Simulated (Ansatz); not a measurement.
Values for one crystal, relaxed and computed with the program Ansatz at the r²SCAN level (PAW); other levels are named.

```yaml
volume_per_atom: 22.63 Å³
band_gap: 5.24 eV (direct)
HSE06 gap on the r²SCAN cell: 5.86 eV
electron_effective_mass: 0.41 mₑ (isotropic)
Poisson's ratio: 0.27
debye_temperature_from_the_elastic_constants: 299 K
hill_bulk_and_shear_moduli: 26.1 and 14.0 GPa
```

Q: Which of these materials gives this?
A. PbS, NiAs type
B. NaCl, NiAs type
C. B6P, R-3m (B on 18h, B on 18h, P on 6c)
D. Si3N4, Fd-3m (Si on 16c, Si on 8b, N on 32e)

A: B, NaCl, NiAs type

Space group P6_3/mmc (NiAs type). The workflow started from a Materials Project entry (that database holds measured and hypothetical structures alike); the Crystallography Open Database copy checked does not list it. It is not the phase usual at ambient conditions (space group No. 225). The r²SCAN relaxation kept the symmetry of its start; its stability against distortions is not shown here.

Potentials: the earlier of the program's two PAW sets.
